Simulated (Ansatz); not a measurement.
N in its lowest state found on the top face of a (111) slab of TiC (Fm-3m (No. 225)), 9 planes, outer planes C (top) and C (bottom); 1 a cell of 8.11 Å², its atoms last:

```
CELL_PARAMETERS angstrom
3.06036 0.00000 0.00000
-1.53018 2.65035 0.00000
0.00000 0.00000 28.99509
ATOMIC_POSITIONS crystal
C 0.33333 0.66667 0.29315
Ti 0.66667 0.33333 0.33624
C 0.00000 0.00000 0.37933
Ti 0.33333 0.66667 0.42242
C 0.66667 0.33333 0.46516
Ti 0.00000 0.00000 0.50717
C 0.33333 0.66667 0.55246
Ti 0.66667 0.33333 0.59062
C 0.00000 0.00000 0.64015
N 0.00000 0.00000 0.68048
```

Level of theory: Ansatz, DFT r2SCAN, scalar-relativistic, plane waves, PAW. Cutoff 500 eV; k points 12×12×1 on the computed 10-atom cell (Γ-centred); Gaussian smearing, width 0.10 eV; no spin polarisation. A dipole correction removes the field between periodic images along c.

The clean top face has a work function of 6.79 eV. Adsorption changes the slab's dipole along +c by Δp = -0.0454 e·Å a cell (-0.22 D an adsorbate).

(1) What change of work function does the Helmholtz equation give?

(2) How does that compare with the calculation?

(3) What does the sign say about the electrons?

Spin polarisation was left out, and a magnetic state may lie lower.

Results:

(1) A sheet of dipoles makes a step in an electron's potential energy of −e·Δp/(ε0·A), and e/ε0 = 180.95 eV·Å for Δp in e·Å: −180.95 × (-0.0454)/8.11 = +1.01 eV. This is the change of φ(top) − φ(bottom). If the bottom face is unmoved, φ(top) becomes 7.80 eV.

(2) φ(top) changes by +1.02 eV and φ(bottom) by 0.00 eV, so their difference changes by +1.02 eV. The bottom face hardly moves.

(3) The change of dipole points into the surface (negative end outward), so the work function rises. Electrons gather on the vacuum side. Δp also holds the adsorbate's own dipole and the moves of the surface atoms, so it isn't a charge transfer alone.